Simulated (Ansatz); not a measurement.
A relaxation computed with Ansatz, from input to last step.

```yaml
crystal:
  lattice:
    - [6.1640448679, 0.0, 0.0]
    - [0.0, 7.628349763, 0.0]
    - [0.0, 0.0, 6.6343212663]
  atoms:
    - { symbol: H, position: [0.8433448378, 0.3031658332, 0.4045022777] }
    - { symbol: H, position: [0.1566551622, 0.8031658332, 0.0954977223] }
    - { symbol: H, position: [0.6566551622, 0.6968341668, 0.9045022777] }
    - { symbol: H, position: [0.3433448378, 0.1968341668, 0.5954977223] }
    - { symbol: H, position: [0.1566551622, 0.6968341668, 0.5954977223] }
    - { symbol: H, position: [0.8433448378, 0.1968341668, 0.9045022777] }
    - { symbol: H, position: [0.3433448378, 0.3031658332, 0.0954977223] }
    - { symbol: H, position: [0.6566551622, 0.8031658332, 0.4045022777] }
    - { symbol: C, position: [0.9164906036, 0.0565758961, 0.4424624885] }
    - { symbol: C, position: [0.0835093964, 0.5565758961, 0.0575375115] }
    - { symbol: C, position: [0.5835093964, 0.9434241039, 0.9424624885] }
    - { symbol: C, position: [0.4164906036, 0.4434241039, 0.5575375115] }
    - { symbol: C, position: [0.0835093964, 0.9434241039, 0.5575375115] }
    - { symbol: C, position: [0.9164906036, 0.4434241039, 0.9424624885] }
    - { symbol: C, position: [0.4164906036, 0.0565758961, 0.0575375115] }
    - { symbol: C, position: [0.5835093964, 0.5565758961, 0.4424624885] }
    - { symbol: O, position: [0.7692440424, 0.9922789583, 0.3424628087] }
    - { symbol: O, position: [0.2307559576, 0.4922789583, 0.1575371913] }
    - { symbol: O, position: [0.7307559576, 0.0077210417, 0.8424628087] }
    - { symbol: O, position: [0.2692440424, 0.5077210417, 0.6575371913] }
    - { symbol: O, position: [0.2307559576, 0.0077210417, 0.6575371913] }
    - { symbol: O, position: [0.7692440424, 0.5077210417, 0.8424628087] }
    - { symbol: O, position: [0.2692440424, 0.9922789583, 0.1575371913] }
    - { symbol: O, position: [0.7307559576, 0.4922789583, 0.3424628087] }
    - { symbol: O, position: [0.9550699874, 0.2233027439, 0.4690894905] }
    - { symbol: O, position: [0.0449300126, 0.7233027439, 0.0309105095] }
    - { symbol: O, position: [0.5449300126, 0.7766972561, 0.9690894905] }
    - { symbol: O, position: [0.4550699874, 0.2766972561, 0.5309105095] }
    - { symbol: O, position: [0.0449300126, 0.7766972561, 0.5309105095] }
    - { symbol: O, position: [0.9550699874, 0.2766972561, 0.9690894905] }
    - { symbol: O, position: [0.4550699874, 0.2233027439, 0.0309105095] }
    - { symbol: O, position: [0.5449300126, 0.7233027439, 0.4690894905] }
basis:
  ecutwfc: 420
kpoints:
  mp_grid: { grid: [4, 4, 4] }
hamiltonian:
  xc: pbe
  dispersion: d3bj
scf:
  occupations: { method: gaussian, width: 0.02 }
output:
  forces: true
  stress: true
  eigenvalues: true
relax:
  adjacent_minimum: "off"
  f_tol: 0.02
  max_steps: 70
  cell: { stress_tol: 0.1 }
```

```bash
ansatz run input.yaml --threads 8 --pin off --max-ram 16384MiB --backend cpu --events-out ev --progress --plain --runs-dir out
```

Theory: DFT PBE+D3(BJ), scalar-relativistic, plane waves, PAW (Ansatz).

Of 4 frames 4 are shown, positions in Å and forces in eV/Å; the SCF threshold varies from step to step. Steps run on the plane waves of an earlier cell, with a Pulay correction in the pressure. The basis is chosen afresh for the last frame, the zero of the energies, and can be on the way; energy and pressure step there, also at an unchanged geometry.

```xyz
32
Lattice="6.1640 0.0000 0.0000 0.0000 7.6284 0.0000 0.0000 0.0000 6.6343" Properties=species:S:1:pos:R:3:forces:R:3 pbc="T T T" step=1 free_energy_over_end_meV_per_atom=0.14 pressure_GPa=-0.03
H     5.1984    2.3127    2.6836    0.0410   -0.0160    0.0170
H     0.9656    6.1268    0.6336   -0.0410   -0.0160   -0.0170
H     4.0477    5.3157    6.0008   -0.0410    0.0160    0.0170
H     2.1164    1.5015    3.9507    0.0410    0.0160   -0.0170
H     0.9656    5.3157    3.9507   -0.0410    0.0160   -0.0170
H     5.1984    1.5015    6.0008    0.0410    0.0160    0.0170
H     2.1164    2.3127    0.6336    0.0410   -0.0160   -0.0170
H     4.0477    6.1268    2.6836   -0.0410   -0.0160    0.0170
C     5.6493    0.4316    2.9354   -0.0210    0.0270    0.0260
C     0.5148    4.2458    0.3817    0.0210    0.0270   -0.0260
C     3.5968    7.1968    6.2526    0.0210   -0.0270    0.0260
C     2.5673    3.3826    3.6989   -0.0210   -0.0270   -0.0260
C     0.5148    7.1968    3.6989    0.0210   -0.0270   -0.0260
C     5.6493    3.3826    6.2526   -0.0210   -0.0270    0.0260
C     2.5673    0.4316    0.3817   -0.0210    0.0270   -0.0260
C     3.5968    4.2458    2.9354    0.0210    0.0270    0.0260
O     4.7417    7.5695    2.2720    0.0110   -0.0060    0.0180
O     1.4224    3.7553    1.0452   -0.0110   -0.0060   -0.0180
O     4.5044    0.0589    5.5892   -0.0110    0.0060    0.0180
O     1.6596    3.8731    4.3623    0.0110    0.0060   -0.0180
O     1.4224    0.0589    4.3623   -0.0110    0.0060   -0.0180
O     4.7417    3.8731    5.5892    0.0110    0.0060    0.0180
O     1.6596    7.5695    1.0452    0.0110   -0.0060   -0.0180
O     4.5044    3.7553    2.2720   -0.0110   -0.0060    0.0180
O     5.8871    1.7034    3.1121   -0.0450    0.0180   -0.0430
O     0.2770    5.5176    0.2051    0.0450    0.0180    0.0430
O     3.3590    5.9249    6.4293    0.0450   -0.0180   -0.0430
O     2.8051    2.1107    3.5222   -0.0450   -0.0180    0.0430
O     0.2770    5.9249    3.5222    0.0450   -0.0180    0.0430
O     5.8871    2.1107    6.4293   -0.0450   -0.0180   -0.0430
O     2.8051    1.7034    0.2051   -0.0450    0.0180    0.0430
O     3.3590    5.5176    3.1121    0.0450    0.0180   -0.0430
32
Lattice="6.1797 0.0000 0.0000 0.0000 7.6225 0.0000 0.0000 0.0000 6.6775" Properties=species:S:1:pos:R:3:forces:R:3 pbc="T T T" step=2 free_energy_over_end_meV_per_atom=0.49 pressure_GPa=-0.10
H     5.2163    2.3142    2.7079    0.0110    0.0010    0.0080
H     0.9634    6.1255    0.6309   -0.0110    0.0010   -0.0080
H     4.0532    5.3083    6.0466   -0.0110   -0.0010    0.0080
H     2.1265    1.4970    3.9696    0.0110   -0.0010   -0.0080
H     0.9634    5.3083    3.9696   -0.0110   -0.0010   -0.0080
H     5.2163    1.4970    6.0466    0.0110   -0.0010    0.0080
H     2.1265    2.3142    0.6309    0.0110    0.0010   -0.0080
H     4.0532    6.1255    2.7079   -0.0110    0.0010    0.0080
C     5.6619    0.4326    2.9620    0.0180    0.0110   -0.0360
C     0.5178    4.2439    0.3768   -0.0180    0.0110    0.0360
C     3.6076    7.1899    6.3007   -0.0180   -0.0110   -0.0360
C     2.5721    3.3786    3.7155    0.0180   -0.0110    0.0360
C     0.5178    7.1899    3.7155   -0.0180   -0.0110    0.0360
C     5.6619    3.3786    6.3007    0.0180   -0.0110   -0.0360
C     2.5721    0.4326    0.3768    0.0180    0.0110    0.0360
C     3.6076    4.2439    2.9620   -0.0180    0.0110   -0.0360
O     4.7511    7.5660    2.3021   -0.0080   -0.0040    0.0180
O     1.4286    3.7548    1.0366    0.0080   -0.0040   -0.0180
O     4.5185    0.0565    5.6409    0.0080    0.0040    0.0180
O     1.6612    3.8678    4.3754   -0.0080    0.0040   -0.0180
O     1.4286    0.0565    4.3754    0.0080    0.0040   -0.0180
O     4.7511    3.8678    5.6409   -0.0080    0.0040    0.0180
O     1.6612    7.5660    1.0366   -0.0080   -0.0040   -0.0180
O     4.5185    3.7548    2.3021    0.0080   -0.0040    0.0180
O     5.9049    1.7041    3.1332   -0.0190    0.0010   -0.0100
O     0.2748    5.5154    0.2055    0.0190    0.0010    0.0100
O     3.3647    5.9184    6.4720    0.0190   -0.0010   -0.0100
O     2.8150    2.1071    3.5443   -0.0190   -0.0010    0.0100
O     0.2748    5.9184    3.5443    0.0190   -0.0010    0.0100
O     5.9049    2.1071    6.4720   -0.0190   -0.0010   -0.0100
O     2.8150    1.7041    0.2055   -0.0190    0.0010    0.0100
O     3.3647    5.5154    3.1332    0.0190    0.0010   -0.0100
32
Lattice="6.1798 0.0000 0.0000 0.0000 7.6178 0.0000 0.0000 0.0000 6.6695" Properties=species:S:1:pos:R:3:forces:R:3 pbc="T T T" step=3 free_energy_over_end_meV_per_atom=0.37 pressure_GPa=-0.04
H     5.2201    2.3159    2.7053    0.0000    0.0100    0.0000
H     0.9597    6.1248    0.6294    0.0000    0.0100    0.0000
H     4.0497    5.3019    6.0401    0.0000   -0.0100    0.0000
H     2.1302    1.4930    3.9642    0.0000   -0.0100    0.0000
H     0.9597    5.3019    3.9642    0.0000   -0.0100    0.0000
H     5.2201    1.4930    6.0401    0.0000   -0.0100    0.0000
H     2.1302    2.3159    0.6294    0.0000    0.0100    0.0000
H     4.0497    6.1248    2.7053    0.0000    0.0100    0.0000
C     5.6630    0.4336    2.9575   -0.0040    0.0110    0.0000
C     0.5168    4.2425    0.3772    0.0040    0.0110    0.0000
C     3.6067    7.1842    6.2922    0.0040   -0.0110    0.0000
C     2.5731    3.3753    3.7120   -0.0040   -0.0110    0.0000
C     0.5168    7.1842    3.7120    0.0040   -0.0110    0.0000
C     5.6630    3.3753    6.2922   -0.0040   -0.0110    0.0000
C     2.5731    0.4336    0.3772   -0.0040    0.0110    0.0000
C     3.6067    4.2425    2.9575    0.0040    0.0110    0.0000
O     4.7482    7.5639    2.3021    0.0020   -0.0040    0.0060
O     1.4317    3.7550    1.0327   -0.0020   -0.0040   -0.0060
O     4.5216    0.0539    5.6368   -0.0020    0.0040    0.0060
O     1.6583    3.8628    4.3674    0.0020    0.0040   -0.0060
O     1.4317    0.0539    4.3674   -0.0020    0.0040   -0.0060
O     4.7482    3.8628    5.6368    0.0020    0.0040    0.0060
O     1.6583    7.5639    1.0327    0.0020   -0.0040   -0.0060
O     4.5216    3.7550    2.3021   -0.0020   -0.0040    0.0060
O     5.9088    1.7046    3.1279   -0.0020   -0.0130   -0.0080
O     0.2711    5.5135    0.2068    0.0020   -0.0130    0.0080
O     3.3610    5.9131    6.4626    0.0020    0.0130   -0.0080
O     2.8188    2.1042    3.5416   -0.0020    0.0130    0.0080
O     0.2711    5.9131    3.5416    0.0020    0.0130    0.0080
O     5.9088    2.1042    6.4626   -0.0020    0.0130   -0.0080
O     2.8188    1.7046    0.2068   -0.0020   -0.0130    0.0080
O     3.3610    5.5135    3.1279    0.0020   -0.0130   -0.0080
32
Lattice="6.1798 0.0000 0.0000 0.0000 7.6178 0.0000 0.0000 0.0000 6.6695" Properties=species:S:1:pos:R:3:forces:R:3 pbc="T T T" step=4 free_energy_over_end_meV_per_atom=0.00 pressure_GPa=0.02
H     5.2201    2.3159    2.7053    0.0000    0.0090    0.0000
H     0.9597    6.1248    0.6294    0.0000    0.0090    0.0000
H     4.0497    5.3019    6.0401    0.0000   -0.0090    0.0000
H     2.1302    1.4930    3.9642    0.0000   -0.0090    0.0000
H     0.9597    5.3019    3.9642    0.0000   -0.0090    0.0000
H     5.2201    1.4930    6.0401    0.0000   -0.0090    0.0000
H     2.1302    2.3159    0.6294    0.0000    0.0090    0.0000
H     4.0497    6.1248    2.7053    0.0000    0.0090    0.0000
C     5.6630    0.4336    2.9575   -0.0040    0.0110    0.0000
C     0.5168    4.2425    0.3772    0.0040    0.0110    0.0000
C     3.6067    7.1842    6.2922    0.0040   -0.0110    0.0000
C     2.5731    3.3753    3.7120   -0.0040   -0.0110    0.0000
C     0.5168    7.1842    3.7120    0.0040   -0.0110    0.0000
C     5.6630    3.3753    6.2922   -0.0040   -0.0110    0.0000
C     2.5731    0.4336    0.3772   -0.0040    0.0110    0.0000
C     3.6067    4.2425    2.9575    0.0040    0.0110    0.0000
O     4.7482    7.5639    2.3021    0.0020   -0.0040    0.0060
O     1.4317    3.7550    1.0327   -0.0020   -0.0040   -0.0060
O     4.5216    0.0539    5.6368   -0.0020    0.0040    0.0060
O     1.6583    3.8628    4.3674    0.0020    0.0040   -0.0060
O     1.4317    0.0539    4.3674   -0.0020    0.0040   -0.0060
O     4.7482    3.8628    5.6368    0.0020    0.0040    0.0060
O     1.6583    7.5639    1.0327    0.0020   -0.0040   -0.0060
O     4.5216    3.7550    2.3021   -0.0020   -0.0040    0.0060
O     5.9088    1.7046    3.1279   -0.0020   -0.0130   -0.0080
O     0.2711    5.5135    0.2068    0.0020   -0.0130    0.0080
O     3.3610    5.9131    6.4626    0.0020    0.0130   -0.0080
O     2.8188    2.1042    3.5416   -0.0020    0.0130    0.0080
O     0.2711    5.9131    3.5416    0.0020    0.0130    0.0080
O     5.9088    2.1042    6.4626   -0.0020    0.0130   -0.0080
O     2.8188    1.7046    0.2068   -0.0020   -0.0130    0.0080
O     3.3610    5.5135    3.1279    0.0020   -0.0130   -0.0080
```

Time: 14 s on 8 threads of AMD EPYC 9R45 96-Core Processor (Zen 5), on a shared host, peak memory 1.9 GiB.